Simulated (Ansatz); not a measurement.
MgTe:
```yaml
crystal:
  lattice:
    - [4.56105, 0.00000, 0.00000]
    - [-2.28052, 3.94998, 0.00000]
    - [0.00000, 0.00000, 7.41131]
  atoms:
    - { symbol: Mg, position: [0.66667, 0.33333, 0.00101] }
    - { symbol: Mg, position: [0.33333, 0.66667, 0.50101] }
    - { symbol: Te, position: [0.66667, 0.33333, 0.62419] }
    - { symbol: Te, position: [0.33333, 0.66667, 0.12419] }
```

x, y and z are the axes in which the lattice vectors are written.

### Question
Give the proper piezoelectric stress tensor with relaxed ions from PBEsol in the plane-wave PAW code Ansatz.

### Answer
In C/m², rows x, y, z, Voigt columns; mesh uncertainty up to 0.00.
```
 0.00   0.00   0.00   0.00   0.10   0.00
 0.00   0.00   0.00   0.10   0.00   0.00
 0.12   0.12  -0.26   0.00   0.00   0.00
```

The elastic tensor of the same run (GPa):

```
52.2  30.5  26.1   0.0   0.0   0.0
30.5  52.2  26.1   0.0   0.0   0.0
26.1  26.1  55.9   0.0   0.0   0.0
 0.0   0.0   0.0   9.8   0.0   0.0
 0.0   0.0   0.0   0.0   9.8   0.0
 0.0   0.0   0.0   0.0   0.0  10.8
```

### Question
Convert to strain constants d = e·S.

### Answer
In pC/N:
```
 0.0   0.0   0.0   0.0  10.0   0.0
 0.0   0.0   0.0  10.0   0.0   0.0
 4.2   4.2  -8.6   0.0   0.0   0.0
```

Space group P6_3mc (wurtzite). The PBEsol relaxation kept the symmetry of its start. Scalar-relativistic: spin–orbit coupling is off unless named, which matters more the heavier the elements.

Potentials: the later of the program's two PAW sets.
